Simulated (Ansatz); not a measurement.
# How long does this Ansatz run take?

```yaml
crystal:
  lattice:
    - [7.617, 0.0, 0.0]
    - [-3.8085, 6.5965155006, 0.0]
    - [0.0, 0.0, 2.9134]
  atoms:
    - { symbol: Si, position: [0.1784, 0.7749, 0.25] }
    - { symbol: Si, position: [0.4035, 0.1784, 0.75] }
    - { symbol: Si, position: [0.2251, 0.4035, 0.25] }
    - { symbol: Si, position: [0.8216, 0.2251, 0.75] }
    - { symbol: Si, position: [0.5965, 0.8216, 0.25] }
    - { symbol: Si, position: [0.7749, 0.5965, 0.75] }
    - { symbol: "N", position: [0.3333333333, 0.6666666667, 0.25] }
    - { symbol: "N", position: [0.6666666667, 0.3333333333, 0.75] }
    - { symbol: "N", position: [0.3359, 0.0328, 0.25] }
    - { symbol: "N", position: [0.3031, 0.3359, 0.75] }
    - { symbol: "N", position: [0.9672, 0.3031, 0.25] }
    - { symbol: "N", position: [0.6641, 0.9672, 0.75] }
    - { symbol: "N", position: [0.6969, 0.6641, 0.25] }
    - { symbol: "N", position: [0.0328, 0.6969, 0.75] }
kpoints:
  mp_grid: { grid: [4, 4, 9] }
scf:
  occupations: { method: fermi_dirac, width: 0.02 }
hamiltonian:
  xc: pbe
  pseudopotentials: { kind: paw }
output:
  forces: true
  stress: true
  populations: true
  efg:
    quadrupole_moments_barn: { "N": 0.02044 }
    contact_densities: true
  write_density: true
  write_potential: true
  elf: true
  volumetric_format: npy
```

```sh
ansatz run input.yaml --threads 1 --pin off --max-ram 2560MiB --backend cpu --events-out ev --progress --plain --runs-dir out
```

It runs on 1 thread of Arm Neoverse V1 (aarch64; 8 cores open to the job, memory cap 2.5 GiB, no GPU), a shared host with a load of 0.4 a core.

Question: How much time and memory should be set aside?

Answer: About 16 s of wall time (16 s of CPU time) and 0.43 GiB. The run holds 64 valence electrons in 46 bands, about 2859 plane waves a k-point and 20 irreducible k-points, and took 6 SCF iterations. Times on a shared host vary by tens of per cent.
